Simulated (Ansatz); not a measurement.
AlNi (Pm-3m): electronic heat capacity and spin susceptibility from the density of states

Level of theory: DFT r2SCAN, scalar-relativistic, plane waves, PAW in Ansatz 0.2.0.

Cutoff 500 eV; k points 14×14×14 on the computed 2-atom cell (Γ-centred); Gaussian smearing, width 0.10 eV; no spin polarisation.

Relaxed cell: Pm-3m, a = 2.863 Å, b = 2.863 Å, c = 2.863 Å, α = 90.00°, β = 90.00°, γ = 90.00°, 2 atoms in the primitive cell. Whether it is the stable form of this composition wasn't checked.

The density of states at the Fermi level is 0.808 states/eV in the cell of 2 atoms (1 formula unit; both spins, tetrahedra on a 21×21×21 mesh).

Q: What Sommerfeld coefficient and Pauli susceptibility does this give?

A: Per formula unit N(E_F) = 0.808 states/eV. γ = (π²/3) k_B² N(E_F) N_A = 2.357 mJ/(mol K²) per state/eV, so γ = 1.9 mJ/(mol K²), a mole of formula units. χ_P = μ_B² N(E_F) N_A = 3.23×10⁻⁵ emu/mol per state/eV gives 2.6×10⁻⁵ emu/mol. This is the bare band result: a measured γ of the same phase is as a rule larger by a factor 1 + λ from phonons and spin fluctuations, the spin part of χ is larger by the Stoner factor, and a measured χ also holds orbital and core terms. N(E_F) at one energy is sensitive to the mesh where the density of states has sharp peaks.

A ferromagnetic start lost its moments in a first run, so spin was left out; other magnetic orders weren't tried.

Cost: 1 run of about 0.46 core-minutes, on Arm Neoverse V1 (shared hosts).